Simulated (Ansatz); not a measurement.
Hf:
```cif
data_Hf2
_chemical_formula_sum 'Hf2'
_space_group_name_H-M_alt 'P63/mmc'
_space_group_IT_number 194
_space_group_name_Hall '-P 6c 2c'
_cell_length_a 3.19801
_cell_length_b 3.19801
_cell_length_c 5.04574
_cell_angle_alpha 90.000
_cell_angle_beta 90.000
_cell_angle_gamma 120.000
loop_
_atom_site_label
_atom_site_type_symbol
_atom_site_symmetry_multiplicity
_atom_site_Wyckoff_symbol
_atom_site_fract_x
_atom_site_fract_y
_atom_site_fract_z
_atom_site_occupancy
Hf1 Hf 2 c 0.33333 0.66667 0.25000 1
```

Relaxed with r²SCAN.

**Question.** Decompose the optical modes at the zone centre into irreducible representations, and say which are infrared and Raman allowed.

**Answer.** Point group 6/mmm: Γ_opt = B1g + E2g. Infrared: none. Raman: E2g.

**Question.** Assign frequencies (DFPT, plane-wave PAW r²SCAN (Ansatz code)).

**Answer.** E2g 84, B1g 100 cm⁻¹.

Subscripts of B labels follow the axes of the standard setting.

Space group P6_3/mmc (hcp (Mg type)). Symmetry was held in the r²SCAN relaxation; of distortions, only those at the zone centre were tested. No spin polarisation was allowed. As this level gives no gap, phonon frequencies hold no LO–TO term and depend on the k-mesh and smearing (Fermi–Dirac, 0.1 eV here). Spin–orbit coupling is left out wherever it is not named.

Potentials: the earlier of the program's two PAW sets.
